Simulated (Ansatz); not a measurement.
MoIr:
```
MoIr
1.0
    2.75328     0.00000     0.00000
   -1.37664     2.38441     0.00000
    0.00000     0.00000     4.42866
Mo Ir
1 1
Direct
  0.00000   0.00000   0.00000
  0.33333   0.66667   0.50000
```

Relaxed with PBEsol. Special points in fractions of this cell's reciprocal vectors: Γ (0.000, 0.000, 0.000); M (0.500, 0.000, 0.000); K (0.333, 0.333, 0.000); A (0.000, 0.000, 0.500); L (0.500, 0.000, 0.500); H (0.333, 0.333, 0.500).

### Question
List the band energies nearest the Fermi level at these points for PBEsol in the plane-wave PAW code Ansatz.

### Answer
In eV from the Fermi level; about four levels below and three above (degenerate sets whole), none deeper than 8.9 eV; … stands for higher levels left out; points with the same levels are listed once.

```json
[
 {"k": "Γ", "below": "-1.36 -1.36 -0.62 -0.62", "above": "0.69 …"},
 {"k": "M", "below": "-2.94 -2.02 -1.84 -1.21", "above": "1.09 3.21 4.33"},
 {"k": "K", "below": "-4.07 -3.51 -1.92 -0.37", "above": "1.54 2.16 2.32"},
 {"k": "A", "below": "-3.39 -3.39 -2.09 -2.02 -2.02", "above": "0.77 0.77 …"},
 {"k": "L", "below": "-4.99 -3.90 -1.74 -0.17", "above": "0.53 1.31 1.42"},
 {"k": "H", "below": "-3.65 -1.52 -0.78 -0.25", "above": "1.32 2.88 7.82"}
]
```

Space group P-6m2. The first step of the workflow began from a Materials Project structure, measured or hypothetical; the Crystallography Open Database copy checked does not list it. COD files the formula under space group No. 51. With Mo and Ir taken as one species the cell has the higher symmetry P6_3/mmc, so it may be an ordered model of a mixed-site phase. Its standing as an ambient phase is unchecked. Symmetry was held in the PBEsol relaxation; whether a distortion lowers the energy is not shown. The run is not spin-polarised. Spin–orbit coupling is left out wherever it is not named.

Potentials: the later of the program's two PAW sets.
